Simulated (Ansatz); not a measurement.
# TiSi2: from a starting cell to a relaxed one

The start is a generated trial cell of TiSi2 in the C54 structure type. A full variable-cell relaxation at zero pressure is run with PBE (plane waves to 420 eV, PAW, scalar-relativistic; Ansatz, a first-principles code). The first steps use a coarse 6×6×6 k-mesh.

Initial structure:
```
CELL_PARAMETERS angstrom
      0.00000     4.13355     4.27525
      2.40000     0.00000     4.27525
      2.40000     4.13355     0.00000
ATOMIC_POSITIONS crystal
  Si 0.66350 0.33650 0.66350
  Si 0.33650 0.66350 0.33650
  Si 0.58650 0.91350 0.58650
  Si 0.91350 0.58650 0.91350
  Ti 0.00000 0.00000 0.00000
  Ti 0.25000 0.25000 0.25000
```

### Question
By how much does the energy per atom fall from start to end?

### Answer
Under 0.01 eV/atom.

### Question
How do the shortest distances between atoms change?

### Answer
The closest pairs of elements (up to four, under 3.6 Å), start → end: Si–Si 2.53 → 2.53 Å; Si–Ti 2.55 → 2.56 Å; Ti–Ti 3.21 → 3.21 Å.

### Question
What band gap does the relaxed structure have at this level?

### Answer
No gap (metallic).

### Question
Write out the relaxed structure.

### Answer

```cif
data_Si16Ti8
_chemical_formula_sum 'Si16 Ti8'
_space_group_name_H-M_alt 'Fddd :1'
_space_group_IT_number 70
_space_group_name_Hall 'F 2 2 -1d'
_cell_length_a 4.80597
_cell_length_b 8.26483
_cell_length_c 8.56556
_cell_angle_alpha 90.000
_cell_angle_beta 90.000
_cell_angle_gamma 90.000
loop_
_atom_site_label
_atom_site_type_symbol
_atom_site_symmetry_multiplicity
_atom_site_Wyckoff_symbol
_atom_site_fract_x
_atom_site_fract_y
_atom_site_fract_z
_atom_site_occupancy
Si1 Si 16 f 0.00000 0.33699 0.00000 1
Ti1 Ti 8 a 0.00000 0.00000 0.00000 1
```
(The calculation used a cell of 6 atoms; values per cell refer to that cell.)

The space group stays Fddd (No. 70) (the run could not lower it); the end is AFLOW prototype A2B_oF24_70_e_a (C54, as in TiSi2), with 6 atoms in the primitive cell. Final values are on a 13×13×13 k-mesh of the relaxed cell. No spin polarisation in the result.

The run could not lose the symmetry of its start.
